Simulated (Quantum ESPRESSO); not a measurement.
Ga2Pt2Hf2AgAl, one composition in several site orders

Computed values, not a measurement. The program is pw.x of Quantum ESPRESSO 7.5 (plane-wave density functional theory). The cell is made up: eight metal atoms on a hexagonal close-packed lattice, with elements, volume, strain and displacements drawn at random and not relaxed, so it may be unstable or far from any real phase. PseudoDojo standard norm-conserving files set the functional (PBE unless stated); there is no spin polarisation or spin-orbit coupling, the Fermi-Dirac width of 0.25 eV means electrons at about 2900 K, and the masses in the input are unused placeholders. Heavy elements are run without spin-orbit coupling, which real alloys of them have. A spin test at this wide smearing found no moment, but such smearing suppresses magnetism that the real alloy may have.

The runs put one composition on the sites in different orders. Cell, positions, cutoff, mesh and smearing stay as in the input of run 1; sites are counted in its order. Stress in the tables is positive in tension.

Input of run 1:

```
&control calculation='scf', pseudo_dir='./dojo.nc.sr.pbe.v0_5.standard.upf', outdir='./o', disk_io='minimal', tprnfor=.true., tstress=.true. /
&system ibrav=0, nat=8, ntyp=5, nbnd=67, ecutwfc=84.00895049, nosym=.true., tot_charge=0,
 occupations='smearing', smearing='fd', degauss=0.0183746611
/
&electrons conv_thr=1.470e-08, electron_maxstep=70, mixing_beta=0.5 /
ATOMIC_SPECIES
Ag 1.0 Ag.upf
Al 1.0 Al.upf
Ga 1.0 Ga.upf
Hf 1.0 Hf.upf
Pt 1.0 Pt.upf
CELL_PARAMETERS angstrom
0.0363 0.0302 4.9686
6.064 -0.0268 0.0448
-3.0552 5.3188 0.0099
ATOMIC_POSITIONS angstrom
Ga 0.0616 0.0285 -0.0463
Ga -1.5532 2.7219 -0.0395
Pt 2.9954 0.0627 0.0195
Hf 1.5373 2.6209 -0.0188
Pt 0.0153 1.7874 2.5241
Hf -1.4613 4.4524 2.5618
Ag 3.0778 1.8484 2.5095
Al 1.381 4.3692 2.4298
K_POINTS automatic
5 5 5 1 1 1
```

| run | elements on sites 1 to 8 | free energy less that of run 1 (eV) | -TS (eV) | pressure (GPa) | stress xx (GPa) | stress yy (GPa) | stress zz (GPa) | stress yz (GPa) | stress xz (GPa) | stress xy (GPa) | iterations |
| --- | --- | --- | --- | --- | --- | --- | --- | --- | --- | --- | --- |
| 1 | Ga Ga Pt Hf Pt Hf Ag Al | 0.000 | -0.976 | -13.85 | 11.78 | 14.00 | 15.78 | -0.22 | 0.39 | -0.39 | 13 |
| 2 | Al Ga Ag Hf Pt Pt Ga Hf | 1.204 | -1.238 | -10.99 | 12.13 | 10.68 | 10.16 | 0.01 | -0.16 | 0.67 | 13 |
| 3 | Pt Ga Ga Al Ag Hf Hf Pt | 1.000 | -1.061 | -11.77 | 10.43 | 9.72 | 15.16 | 0.47 | 0.40 | -2.71 | 13 |
| 4 | Pt Hf Al Pt Hf Ga Ag Ga | 0.787 | -1.187 | -11.43 | 11.46 | 13.53 | 9.29 | 0.29 | 0.13 | -0.92 | 13 |
| 5 | Ga Hf Pt Ag Hf Al Pt Ga | 1.189 | -1.210 | -10.83 | 11.42 | 12.25 | 8.83 | 0.43 | 0.32 | 2.47 | 13 |
| 6 | Pt Hf Ga Pt Ag Ga Hf Al | 1.327 | -1.262 | -11.28 | 10.78 | 13.54 | 9.51 | 0.50 | -0.05 | -0.43 | 13 |

Forces Fx Fy Fz (eV/Å):

```
site             run 1              run 2              run 3              run 4             run 5              run 6
   1   -0.43 0.19 0.20  -0.13 -0.26 -0.17    0.51 -0.13 0.10    -0.02 0.28 0.03   -0.03 0.25 0.16   -0.05 -0.32 0.13
   2   0.24 -0.58 0.25    0.28 0.04 -0.03   -0.24 -0.13 0.31    -0.60 0.52 0.46  -0.82 -0.34 0.54     0.68 0.27 0.38
   3  -0.23 -0.62 0.05   0.13 -0.22 -0.07    0.34 -0.05 0.09    -0.26 0.37 0.00  -0.14 -0.50 0.09     0.04 0.09 0.02
   4  -0.60 -0.32 0.05  -0.25 -0.30 -0.03    -0.34 0.55 0.16   -0.46 -0.03 0.12   -0.16 0.07 0.12     0.41 0.24 0.07
   5   0.52 0.32 -0.03   0.11 -0.08 -0.05   0.17 -0.21 -0.11   1.06 -0.89 -0.25  0.21 -0.55 -0.45   0.08 -0.15 -0.25
   6   0.00 0.61 -0.35    -0.28 0.10 0.12   -0.61 0.43 -0.34  -0.35 -0.11 -0.26   0.10 0.54 -0.39   -0.44 0.19 -0.25
   7  0.04 -0.20 -0.20   0.08 -0.02 -0.11  -0.07 -0.25 -0.17  -0.06 -0.13 -0.08   0.56 0.15 -0.03  -1.13 -0.40 -0.04
   8    0.47 0.60 0.03     0.06 0.73 0.35   0.23 -0.21 -0.05    0.69 0.00 -0.02   0.28 0.38 -0.03    0.42 0.08 -0.06
```

The sites are displaced and not relaxed, so the energy differences mix bonding between neighbours with strain and are not ordering energies. A rerun of one cell of this series at a higher cutoff and on a denser mesh moved values by no more than 0.006 eV in energy, 0.04 GPa in stress and 0.008 eV/Å in force, and a second program with other atomic files agreed on that cell to 2 % rms in force and 0.5 GPa in pressure.